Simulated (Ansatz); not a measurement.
Space group I4/mmm (No. 139). a = 3.203 Å, b = 3.203 Å, c = 7.816 Å, α = 90.00°, β = 90.00°, γ = 90.00°
```json
{"atom": "Si", "site": "4e", "symmetry": "4mm", "x": "0.0000", "y": "0.0000", "z": "0.3345"}
{"atom": "W", "site": "2a", "symmetry": "4/mmm", "x": "0.0000", "y": "0.0000", "z": "0.0000"}
```

Equation of state of this Si$_{2}$W structure (not necessarily the ground state), with shape and atoms relaxed at each volume where symmetry leaves them free. It has no gap at any of these volumes. All numbers below come from DFT PBEsol, scalar-relativistic, plane waves, PAW (Ansatz).

Settings: cutoff 420 eV, Γ-centred mesh 18×18×18 on the computed 3-atom cell, Gaussian smearing of 0.10 eV; no spin polarisation.

| V (Å³/atom) | E − E(largest V) (meV/atom) | P (GPa) |
| --- | --- | --- |
| 11.757 | 92.76 | 38.94 |
| 12.158 | 11.00 | 26.75 |
| 12.559 | -42.60 | 16.37 |
| 12.960 | -72.21 | 7.53 |
| 13.361 | -81.36 | -0.01 |
| 13.761 | -73.09 | -6.43 |
| 14.162 | -50.01 | -11.87 |
| 14.697 | 0.00 | -17.87 |

Fit a third-order Birch–Murnaghan equation to E(V).

V0 = 13.36 Å³/atom, B0 = 231 GPa, B0' = 4.3.

Spin-orbit coupling is left out, which matters for the bands of heavy elements.